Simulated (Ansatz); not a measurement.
Computed with DFT PBE, scalar-relativistic, plane waves, PAW (Ansatz). All cells share a 420 eV cutoff and Γ-centred k meshes spaced at most about 0.3 Å⁻¹ (about 0.25 or finer for metals, 2π included). No spin polarisation in the final relaxations.

Temperature and zero-point effects are left out.

Two relaxed structures of Ca₂SiN₂:

A.

```yaml
crystal:
  lattice:
    - [4.15993, 0.00000, 0.00000]
    - [-2.07996, 3.60260, 0.00000]
    - [0.00000, 0.00000, 5.29233]
  atoms:
    - { symbol: Ca, position: [0.66667, 0.33333, 0.71194] }
    - { symbol: Ca, position: [0.33333, 0.66667, 0.28806] }
    - { symbol: Si, position: [0.00000, 0.00000, 0.00000] }
    - { symbol: N, position: [0.33333, 0.66667, 0.77062] }
    - { symbol: N, position: [0.66667, 0.33333, 0.22938] }
```

B.

```yaml
crystal:
  lattice:
    - [6.21206, 0.00000, 0.00000]
    - [0.00000, 6.21206, 0.00000]
    - [0.00000, 0.00000, 3.46074]
  atoms:
    - { symbol: Ca, position: [0.64687, 0.14687, 0.50000] }
    - { symbol: Ca, position: [0.35313, 0.85313, 0.50000] }
    - { symbol: Ca, position: [0.14687, 0.35313, 0.50000] }
    - { symbol: Ca, position: [0.85313, 0.64687, 0.50000] }
    - { symbol: Si, position: [0.00000, 0.00000, 0.00000] }
    - { symbol: Si, position: [0.50000, 0.50000, 0.00000] }
    - { symbol: N, position: [0.17773, 0.67773, 0.00000] }
    - { symbol: N, position: [0.82227, 0.32227, 0.00000] }
    - { symbol: N, position: [0.67773, 0.82227, 0.00000] }
    - { symbol: N, position: [0.32227, 0.17773, 0.00000] }
```

**Question.** Which form is favoured at zero pressure, and by what margin per atom?

**Answer.** B is lower, by 0.32 eV/atom. A has space group P-3m1 (No. 164), 15.9 Å³/atom and no gap on its mesh; B has space group P4/mbm (No. 127), 13.4 Å³/atom and no gap. Counting N atoms around Ca and Si (those within 1.25 times the shortest such distance or 1.15 times the sum of covalent radii, 1.27 where that leaves under three; a plus sign parts nearer from farther groups; the shortest distance is added where it exceeds 1.18 times the sum of covalent radii), A has Ca 5, Si 6 from 2.7 Å and B has Ca 2+4, Si 4 from 2.3 Å. The denser one is the lower, and pressure would at first widen the difference. Both come from invented guesses. A third cell relaxed alike, in R-3m, lies 82 meV/atom below the lower of the two.

A magnetic state wasn't ruled out in cells without spin, among them P-3m1, P4/mbm. Cells relaxed within their symmetry can be saddle points.
